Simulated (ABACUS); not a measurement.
A self-consistent single point of Si2Mo (P6_222, 9 atoms in the cell; from Materials Project mp-8938).

```
Si2Mo
1.0
    4.58547     0.00000     0.00000
   -2.29273     3.97113     0.00000
    0.00000     0.00000     6.57976
Si Mo
6 3
Direct
  0.16387   0.83613   0.83333
  0.32774   0.16387   0.16667
  0.16387   0.32774   0.50000
  0.83613   0.16387   0.83333
  0.67226   0.83613   0.16667
  0.83613   0.67226   0.50000
  0.50000   0.00000   0.50000
  0.50000   0.50000   0.83333
  0.00000   0.50000   0.16667
```

Computed with LDA (PW92), PseudoDojo 0.4 standard norm-conserving LDA (tails mended) pseudopotentials (plane waves; ABACUS 3.10.1).

ABACUS settings:

- KPT: Gamma 5 5 3 0 0 0
- basis_type: pw
- dft_functional: PWLDA
- ecutwfc: 80 Ry
- smearing_method: gaussian
- smearing_sigma: 0.00734986 Ry
- potentials: PseudoDojo 0.4 standard norm-conserving LDA (tails mended)
- symmetry: 1
- ks_solver: dav_subspace
- scf_nmax: 100
- scf_thr: 1.0e-09 Ry
- mixing_type: broyden
- mixing_beta: 0.4

Results:

| Property | Result |
|---|---|
| Number of valence electrons | 66 |
| Number of bands | 43 |
| Number of k-points after the program's reduction | 10 |
| Number of plane waves (most at a k-point) | 9810 |
| Number of SCF iterations | 9 |
| FFT grid | 50 × 50 × 72 |
| Free energy E − TS | -6445.5938 eV |
| Pressure | -5.15 GPa |
| Largest force (vector length) | 0.056 eV/Å |

Forces (eV/Å):
```tsv
atom	Fx	Fy	Fz
Si1	0.049	-0.028	0.000
Si2	0.049	0.028	0.000
Si3	0.000	0.056	0.000
Si4	-0.049	0.028	0.000
Si5	-0.049	-0.028	0.000
Si6	0.000	-0.056	0.000
Mo7	0.000	0.000	0.000
Mo8	0.000	0.000	0.000
Mo9	0.000	0.000	0.000
```

Stress (GPa, positive for compression):
```
-4.94   0.00   0.00
 0.00  -4.94   0.00
 0.00   0.00  -5.56
```

The structure comes from a collection of computed structures, made at another level of theory; the collection holds predicted forms beside known ones.

Cost on one core: about 80 core-seconds (a rough figure).

“Tails mended”: in these copies of the files the far tail of each local potential was reset to the Coulomb form.
